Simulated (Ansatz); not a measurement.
Q: Tc (hcp (Mg type), space group No. 194) is relaxed with plane-wave PAW LDA (Ansatz code). What lattice parameters of the conventional cell result?

A: a = 2.710 Å, c = 4.332 Å.

Space group P6_3/mmc (hcp (Mg type)). Symmetry was held in the LDA relaxation. The run is not spin-polarised. Axis ratios of metals converge slowly with the k-mesh, so a and c are less sure than the volume.

Potentials: the later of the program's two PAW sets.
